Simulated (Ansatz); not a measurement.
The relaxation started from an entry of Materials Project.

A relaxed structure of Cs3Ca2Cl7. These are r2SCAN (plane waves to 500 eV, PAW, scalar-relativistic; Ansatz, a program for electronic structure) values and carry that method's errors.

```cif
data_Ca2Cl7Cs3
_chemical_formula_sum 'Cs3 Ca2 Cl7'
_space_group_name_H-M_alt 'P 1'
_space_group_IT_number 1
_cell_length_a 14.52782
_cell_length_b 14.52782
_cell_length_c 14.52782
_cell_angle_alpha 158.589
_cell_angle_beta 158.589
_cell_angle_gamma 30.461
loop_
_space_group_symop_operation_xyz
  'x, y, z'
loop_
_atom_site_label
_atom_site_type_symbol
_atom_site_fract_x
_atom_site_fract_y
_atom_site_fract_z
_atom_site_occupancy
Cs1 Cs 0.31709 0.31709 0.00000 1
Cs2 Cs 0.68291 0.68291 0.00000 1
Cs3 Cs 0.50000 0.50000 0.00000 1
Ca1 Ca 0.09747 0.09747 0.00000 1
Ca2 Ca 0.90253 0.90253 0.00000 1
Cl1 Cl 0.59488 0.09488 0.50000 1
Cl2 Cl 0.40512 0.90512 0.50000 1
Cl3 Cl 0.09488 0.59488 0.50000 1
Cl4 Cl 0.90512 0.40512 0.50000 1
Cl5 Cl 0.19379 0.19379 0.00000 1
Cl6 Cl 0.80621 0.80621 0.00000 1
Cl7 Cl 0.00000 0.00000 0.00000 1
```

Determine the symmetry and give the standard cell with its independent sites.

Space group I4/mmm (No. 139); a = b = 5.3973 Å, c = 28.0351 Å, α = β = γ = 90.00°

```json
[
 {"atom": "Cs", "site": "4e", "symmetry": "4mm", "x": "0.0000", "y": "0.0000", "z": "0.3171"},
 {"atom": "Cs", "site": "2b", "symmetry": "4/mmm", "x": "0.0000", "y": "0.0000", "z": "0.5000"},
 {"atom": "Ca", "site": "4e", "symmetry": "4mm", "x": "0.0000", "y": "0.0000", "z": "0.0975"},
 {"atom": "Cl", "site": "8g", "symmetry": "2mm.", "x": "0.0000", "y": "0.5000", "z": "0.0949"},
 {"atom": "Cl", "site": "4e", "symmetry": "4mm", "x": "0.0000", "y": "0.0000", "z": "0.1938"},
 {"atom": "Cl", "site": "2a", "symmetry": "4/mmm", "x": "0.0000", "y": "0.0000", "z": "0.0000"}
]
```

Give the shortest distances between elements (the closest pairs, up to four, under 3.6 Å).

Ca–Cl 2.70 Å; Cl–Cs 3.46 Å.

```json
{
  "volume_per_atom": "34.03 Å³",
  "band_gap": "5.90 eV, indirect (valence top at X, conduction bottom at Γ) (no spin-orbit coupling)",
  "smallest_direct_gap": "6.05 eV at Γ"
}
```

No spin polarisation in the result.

The run could not lose the symmetry of its start.
